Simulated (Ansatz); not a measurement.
Input:

HfN:
```
HfN
1.0
    0.00000     2.25092     2.25092
    2.25092     0.00000     2.25092
    2.25092     2.25092     0.00000
Hf N
1 1
Direct
  0.00000   0.00000   0.00000
  0.50000   0.50000   0.50000
```

This is the PBEsol-relaxed structure.

All from plane-wave PAW PBEsol (Ansatz code), unless another level is named. Give the Debye temperature from the elastic constants.

507 K.

Next, the highest zone-centre frequency?

15.05 THz.

What about the elastic constants (relaxed ions, GPa)?

C11 = 629, C12 = 111, C44 = 123.

Space group Fm-3m (rock salt). Symmetry was held in the PBEsol relaxation; of distortions, only those at the zone centre were tested. The run is not spin-polarised. With an odd number of electrons in the cell and no spin polarisation, the count alone makes it a metal. As this level gives no gap, shear constants depend on the k-mesh and smearing (Fermi–Dirac, 0.1 eV here). As this level gives no gap, phonon frequencies hold no LO–TO term and depend on the k-mesh and smearing (Fermi–Dirac, 0.1 eV here). Scalar-relativistic: spin–orbit coupling is off unless named, which matters more the heavier the elements.

Potentials: the earlier of the program's two PAW sets.
